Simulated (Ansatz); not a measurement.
MgZn₃O₄, first-principles data

MgZn₃O₄:
```xyz
16
Lattice="6.4865 0.0000 0.0000 -3.2433 5.6175 0.0000 0.0000 0.0000 5.1872" Properties=species:S:1:pos:R:3 pbc="T T T"
Mg     3.2433     1.8725     0.0065
O      3.2433     1.8725     1.9819
Zn     4.8737     0.9311     2.5989
O      4.8580     0.9402     4.5813
Zn     1.6305     4.6864     0.0053
O      1.6148     4.6773     1.9878
Zn     3.2433     3.7552     2.5989
O      3.2433     3.7371     4.5813
Zn     0.0000     1.8623     0.0053
O      0.0000     1.8804     1.9878
Zn     1.6128     0.9311     2.5989
O      1.6285     0.9402     4.5813
Zn    -1.6305     4.6864     0.0053
O     -1.6148     4.6773     1.9878
Mg     0.0000     3.7450     2.6000
O      0.0000     3.7450     4.5755
```

Space group P6_3mc (No. 186); conventional cell a = 6.487 Å, b = 6.487 Å, c = 5.187 Å, α = 90.00°, β = 90.00°, γ = 120.00°.

Method: DFT-r²SCAN in the program Ansatz with PAW potentials. Geometry: relaxed at this level of theory. Other levels are named where they apply.

**Cell and energy**

```yaml
volume_per_atom: 11.81 Å³
density: 5.00 g/cm³
Formation energy from the elements (no fitted shifts): -1.92 eV/atom
```

**Electronic structure**

```yaml
band_gap: 1.94 eV (direct)
valence_band_maximum: at Γ
conduction_band_minimum: at Γ
electron_effective_mass: 0.25 mₑ (isotropic)
Hole effective mass, band 1 of 2 at the edge: 3.8 along x, 3.6 along z (mₑ)
Hole effective mass, band 2 of 2 at the edge: 0.32 along x, 3.6 along z (mₑ)
HSE06 gap on the r²SCAN cell: 3.19 eV
```

**Mechanics**

```yaml
Bulk modulus (Birch–Murnaghan fit): 142 GPa
Pressure derivative B′: 4.3
```

**Charges**

```yaml
bader_charges: Mg +1.74, O -1.39, Zn +1.28 e
```

The start of the workflow was typed in or built on a structure type; neither database checked (COD, Materials Project) lists it. Whether it is the stable phase at ambient conditions was not checked. The cell was relaxed with r²SCAN under the symmetry of its start; whether a distortion lowers the energy is not shown. The references are the lowest solids computed at this level, not always the standard phases (solids in place of the gases).

Potentials: the earlier of the program's two PAW sets.
